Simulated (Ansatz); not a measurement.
Input:

Starting cell, Te (trigonal-Te type, space group P3_121):

```
CELL_PARAMETERS angstrom
      4.52090     0.00000     0.00000
     -2.26045     3.91521     0.00000
      0.00000     0.00000     5.95427
ATOMIC_POSITIONS crystal
  Te 0.26811 0.00000 0.33333
  Te 0.00000 0.26811 0.66667
  Te 0.73189 0.73189 0.00000
```

Two-dimensional scan of atom 2 (Te, nearest neighbour Te at 2.889 Å; its periodic images, 4.5 Å or more away, move with it): u runs along (1.000, 0.000, 0.000), v along (0.000, 1.000, 0.000) (Cartesian). Cell and other atoms are fixed.

Computed with PBE (plane waves to 420 eV, PAW, scalar-relativistic; Ansatz, a program for electronic structure). k mesh 7×7×5 (Γ-centred), Fermi-Dirac smearing 0.05 eV. Energies are smeared free energies. As the smearing reaches across the gap at some points, energies and forces of such displacements shift with the k mesh and the smearing. Spin-orbit coupling is left out, though Te is heavy. Te was relaxed with its symmetry unable to fall. ΔE is measured from the undisplaced structure. Axes are in Å.

The scan covers u from -0.430 to 0.430 Å in 7 points and v from -0.430 to 0.430 Å in 7 points.

Problem. Is the undisplaced position a minimum, a maximum or a saddle of this map?

Solution. A minimum.

Problem. In which direction of the plane is the atom held most weakly?

Solution. 30° from u towards v.

Problem. What are the two principal curvatures of the energy at the centre?

Solution. 2.3 and 3.1 eV/Å².

(A displaced cell: forces are minus the slopes of the energy, force constants its curvatures, and phonons follow from these.)
